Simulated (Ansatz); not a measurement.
# Cs2As3, first-principles data

Cs2As3:
```
CELL_PARAMETERS angstrom
      0.00000     5.26293     7.89941
      4.87493     0.00000     7.89941
      4.87493     5.26293     0.00000
ATOMIC_POSITIONS crystal
  Cs 0.75000 0.75000 0.75000
  Cs 0.25000 0.25000 0.25000
  Cs 0.72713 0.27287 0.72713
  Cs 0.27287 0.72713 0.27287
  As 0.13598 0.71311 0.86402
  As 0.86402 0.28689 0.13598
  As 0.71311 0.13598 0.28689
  As 0.28689 0.86402 0.71311
  As 0.84818 0.84818 0.15182
  As 0.15182 0.15182 0.84818
```

Space group Fmmm (No. 69); conventional cell a = 9.750 Å, b = 10.526 Å, c = 15.799 Å, α = β = γ = 90.00°.

Method: DFT-r²SCAN in the program Ansatz with PAW potentials. The cell and atoms are relaxed at this level. Other levels are named where they apply.

### Cell and energy

```yaml
volume_per_atom: 40.53 Å³
density: 4.02 g/cm³
```

### Electronic structure

```yaml
band_gap: 0.71 eV (smallest direct gap 0.71 eV)
valence_band_maximum: at Y (k = 0.500, 0.000, 0.500 in fractions of the reciprocal vectors)
conduction_band_minimum: on the Y–C0 line, 40 % of the way from Y (k = -0.500, -0.052, 0.448 in fractions of the reciprocal vectors) (2 equivalent valleys)
electron_effective_mass: 0.30, 0.67, 3.6 mₑ (principal values)
hole_effective_mass: 0.37, 0.86, 1.3 mₑ (principal values)
```

### Mechanics

```yaml
Bulk modulus (Birch–Murnaghan fit): 12.6 GPa
Pressure derivative B′: 4.9
```

### Charges

```yaml
bader_charges: Cs +0.74 to +0.77, As -0.51 to -0.50 e
```

The workflow started from a Materials Project entry (that database holds measured and hypothetical structures alike); the Crystallography Open Database copy checked does not list it. Whether it is the stable phase at ambient conditions was not checked. The cell was relaxed with r²SCAN under the symmetry of its start; its stability against distortions is not shown here. Spin–orbit coupling is left out wherever it is not named.

Potentials: the later of the program's two PAW sets.
